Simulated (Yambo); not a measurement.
G0W0@PBEsol for CaCd₂P₂ (space group P-3m1, No. 164) in Yambo. Reference settings: 3×3×2 Γ-centred k mesh, bands 10 to 217 and a 8 Ry block in the screening, 217 bands in G with the Bruneval-Gonze terminator, plasmon pole fitted at 27.2 eV. The PBEsol gap Γ → Γ on this mesh is 0.75 eV; G0W0 gaps are taken between the same points.

```
change from the reference     G0W0 gap Γ → Γ (eV)  shift of the valence edge (eV)
----------------------------  -------------------  ------------------------------
reference settings                           1.45                           -0.60
86 bands in G                                1.45                           -0.54
7 Ry block                                   1.44                           -0.57
no random integration                        1.42                           -0.42
103 bands in W                               1.47                           -0.43
86 bands in G, no terminator                 1.37                           -0.10
2 Ry block                             (withheld)                           -0.13
86 bands in W, 86 bands in G                 1.49                           -0.31
```

Problem. Estimate the withheld gaps from the other rows; the computed values follow.

Solution. 
- 2 Ry block, G0W0 gap Γ → Γ (eV): 1.25

The reference isn't shown to be the converged limit.

Spin-orbit coupling is not included.

Geometry of the Materials Project entry, not relaxed at this level; primitive cell a = b = 4.2923 Å, c = 7.0555 Å, α = β = 90.00°, γ = 120.00°.

A shift is the quasiparticle energy of the state minus its PBEsol energy.
